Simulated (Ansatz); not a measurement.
# ³³S nuclear quadrupole resonance in Bi₂S₃

Cell: a structure deposited in the COD (listed for 8.3 GPa) whose atoms were relaxed with PBE, the cell held.

```
Bi S
1.0
    10.65900    0.00000    0.00000
     0.00000    3.85250    0.00000
     0.00000    0.00000   10.51000
Bi S
8 12
Direct
  0.99147 0.25000 0.67765
  0.50853 0.75000 0.17765
  0.49147 0.25000 0.82235
  0.00853 0.75000 0.32235
  0.32138 0.25000 0.47242
  0.17862 0.75000 0.97242
  0.82138 0.25000 0.02758
  0.67862 0.75000 0.52758
  0.05156 0.25000 0.12849
  0.44844 0.75000 0.62849
  0.55156 0.25000 0.37151
  0.94844 0.75000 0.87151
  0.37485 0.25000 0.05945
  0.12515 0.75000 0.55945
  0.87485 0.25000 0.44055
  0.62515 0.75000 0.94055
  0.22330 0.25000 0.79600
  0.27670 0.75000 0.29600
  0.72330 0.25000 0.70400
  0.77670 0.75000 0.20400
```

Atom numbers follow the list; atoms alike are taken as one site, whose name carries the number of the first.

Computed with Ansatz: DFT, r2SCAN, plane waves and PAW, scalar-relativistic, 500 eV cutoff, Γ-centred 3×7×3 k-points, Fermi–Dirac smearing 0.02 eV.

³³S: I = 3/2, Q = -69.40 mb (year-2017 value). Static lattice, zero field.

(1) Predict the zero-field ³³S lines of each site.

Results:

(1) For I = 3/2 there is one line, ν = (|C_Q|/2)(1 + η²/3)^½.

| site | atoms | V_zz (10²¹ V/m²) | C_Q (MHz) | η | line frequencies (MHz) |
| --- | --- | --- | --- | --- | --- |
| S9 | 9, 10, 11, 12 | -1.60 | 2.69 | 0.38 | 1.38 |
| S13 | 13, 14, 15, 16 | -5.47 | 9.18 | 0.17 | 4.61 |
| S17 | 17, 18, 19, 20 | 1.24 | -2.08 | 0.54 | 1.09 |

At this cell the r2SCAN pressure is 10 GPa, so with r2SCAN the cell would grow if it were relaxed. Without spin–orbit coupling the gradients at and beside Bi can be off by some per cent, at some sites by more.
